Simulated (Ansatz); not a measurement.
The end point of a relaxation of KAg2AsO4. These are r2SCAN (plane waves to 500 eV, PAW, scalar-relativistic; Ansatz, a program for electronic structure) values and carry that method's errors.

```
CELL_PARAMETERS angstrom
     -2.96788     2.96788     3.47133
      2.96788    -2.96788     3.47133
      2.96788     2.96788    -3.47133
ATOMIC_POSITIONS crystal
  Ag 0.75000 0.25000 0.50000
  Ag 0.25000 0.75000 0.50000
  K  0.00000 0.00000 0.00000
  O  0.47247 0.47247 0.66631
  O  0.52753 0.19384 0.00000
  O  0.19384 0.52753 0.00000
  O  0.80616 0.80616 0.33369
  As 0.50000 0.50000 0.00000
```

Question: Find the space group and the Wyckoff positions (tolerance 0.01 Å).

Answer: Space group I-42m (No. 121); a = 5.9358 Å, b = 5.9358 Å, c = 6.9427 Å, α = 90.00°, β = 90.00°, γ = 90.00°

| atom | site | symmetry | x | y | z |
|---|---|---|---|---|---|
| Ag | 4d | -4.. | 0.0000 | 0.5000 | 0.2500 |
| K | 2a | -42m | 0.0000 | 0.0000 | 0.0000 |
| O | 8i | ..m | 0.3332 | 0.3332 | 0.1393 |
| As | 2b | -42m | 0.0000 | 0.0000 | 0.5000 |

Question: Give the shortest distances between elements (the closest pairs, up to four, under 3.6 Å).

Answer: As–O 1.70 Å; Ag–O 2.34 Å; O–O 2.77 Å; K–O 2.87 Å.

- Volume per atom: 15.29 Å³
- Band gap: 0.66 eV, indirect (valence top at M, conduction bottom at Γ) (no spin-orbit coupling)
- Smallest direct gap: 1.54 eV at Γ

No spin polarisation in the result.

The run could not lose the symmetry of its start.

The first start was generated by placing the elements on the sites of a structure type. Materials Project lists a structure of KAg2AsO4 in the same space group, I-42m (No. 121); the sites were not compared with it, nor with measured phases.
